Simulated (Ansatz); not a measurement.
TiSi (CsCl type, Pm-3m) at seven volumes, plane-wave PAW PBE (Ansatz code), scaled uniformly. One row is withheld.

```tsv
V (Å³/atom)	P (GPa)
13.729	14.38
14.182	8.75
14.634	4.00
15.087	0.00
15.539	?
15.992	-6.57
16.445	-9.19
```

Q: Fit the shown pressures and predict the withheld one.

A: P = (3/2)B₀(x^(7/2) − x^(5/2))[1 + (3/4)(B′ − 4)(x − 1)] with x = (V₀/V)^(2/3). Least squares on the six rows gives V₀ = 15.080 Å³/atom, B₀ = 126 GPa, B′ = 4.07. At V = 15.539, x = 0.9802 and P = -3.55 GPa. The run itself gave -3.52 GPa.

A made-up cell: these elements were put on the sites of a structure type; neither database checked (COD, Materials Project) lists it. COD files the formula under space group No. 25, so this cell is another polymorph or a model. Whether it is the stable phase at ambient conditions was not checked. The cell was relaxed with PBE under the symmetry of its start; whether a distortion lowers the energy is not shown. The run is not spin-polarised.

Potentials: the later of the program's two PAW sets.
